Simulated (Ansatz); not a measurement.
Data:

AlP:
```
AlP
1.0
    3.11911     0.00000     0.00000
    0.00000     3.11911     0.00000
    0.00000     0.00000     3.11911
Al P
1 1
Direct
  0.00000   0.00000   0.00000
  0.50000   0.50000   0.50000
```

This is the PBE-relaxed structure.

All from PBE (plane waves, PAW; program Ansatz), unless another level is named. Estimate the electronic character.

metallic (no gap).

And the density of states at the Fermi level?

0.50 states/eV per atom (mean over ±0.08 eV).

What about the formation energy from the elements (no fitted shifts)?

0.11 eV/atom.

Space group Pm-3m (CsCl type). The start of the workflow was typed in or built on a structure type; neither database checked (COD, Materials Project) lists it. It is not the phase usual at ambient conditions (space group No. 216). Symmetry was held in the PBE relaxation; its stability against distortions is not shown here. The volume moved by 20 % from the start of the relaxation. The references are the lowest solids computed at this level, not always the standard phases.

Potentials: the earlier of the program's two PAW sets.
